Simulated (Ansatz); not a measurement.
**Question.** Name crystals whose computed values (the program Ansatz at the PBEsol level (PAW)) fall in these windows: electron conductivity mass (mₑ) 0.045 to 0.065; gap (eV) 0.59 to 0.73; Θ_D (K) 150 to 180.

**Answer.** 

```
crystal            electron conductivity mass (mₑ)  gap (eV)  Θ_D (K)
-----------------  -------------------------------  --------  -------
CdTe, zinc blende                            0.055      0.65      161
```
Others may fit too.

The cell was relaxed under the symmetry of its start. Scalar-relativistic: spin–orbit coupling is off unless named, which matters more the heavier the elements.

Potentials: the later of the program's two PAW sets.
